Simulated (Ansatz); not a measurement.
### Question
Each is relaxed and computed with r²SCAN (plane waves, PAW; program Ansatz). Which is the only metal?
A. LaZrNO2, I2_12_12_1 (Pearson symbol oI20)
B. ZrB2, P6/mmm (Zr on 1a, B on 2d)
C. BP, zinc blende
D. BAs, P6_222 (B on 3d, As on 3c)

### Answer
B, ZrB2, P6/mmm (Zr on 1a, B on 2d). ZrB2: metal; LaZrNO2: gap 2.66 eV (indirect); BAs: gap 0.67 eV (indirect); BP: gap 1.41 eV (indirect). Typed or built starts, not in the databases checked: LaZrNO2, I2_12_12_1 (Pearson symbol oI20); BAs, P6_222 (B on 3d, As on 3c). Not the usual ambient phase: BAs, P6_222 (B on 3d, As on 3c). All cells were relaxed under the symmetry of their starts (and spin orders); stability against distortions was not tested throughout. Named crystals with no word on spin ran without spin polarisation. Spin–orbit coupling is left out wherever it is not named.

Potentials: the earlier of the program's two PAW sets. The files were generated under PBE; for other functionals the program regenerates the frozen cores, and for LDA and PBEsol the local potential too.
